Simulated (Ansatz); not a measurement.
TaNO in space group P2_1/c (No. 14; Ta on 4e, N on 4e, O on 4e), DFT-r²SCAN in the program Ansatz with PAW potentials, all energies at zero smearing, with the estimated change up to a 700 eV cutoff added, with one set of potentials and settings (totals compare only within such a set). Cell of 12 atoms (4 Ta, 4 N, 4 O): -43606.646 eV.

```json
[
 {"element": "Ta", "reference phase": "Im-3m, 1 atoms in the cell", "E (eV/atom)": "-9944.3222"},
 {"element": "N", "reference phase": "Pa-3, 8 atoms in the cell", "E (eV/atom)": "-384.8315"},
 {"element": "O", "reference phase": "C2/m, 4 atoms in the cell, spin-polarised", "E (eV/atom)": "-566.0281"}
]
```

Formation energy per atom, worked out: (-43606.646 − 4×(-9944.3222) − 4×(-384.8315) − 4×(-566.0281))/12 = -2.160 eV/atom (-208 kJ per mol of atoms), at 0 K, without zero-point energy or fitted corrections.

The workflow started from a Materials Project entry (that database holds measured and hypothetical structures alike); the Crystallography Open Database files this formula in space group No. 14, but the cells were not matched. Its standing as an ambient phase is unchecked. Symmetry was held in the r²SCAN relaxation; its stability against distortions is not shown here. No spin polarisation was allowed. The references are the lowest solids computed at this level, not always the standard phases (solids in place of the gases). Spin–orbit coupling is left out wherever it is not named.

Potentials: the later of the program's two PAW sets.
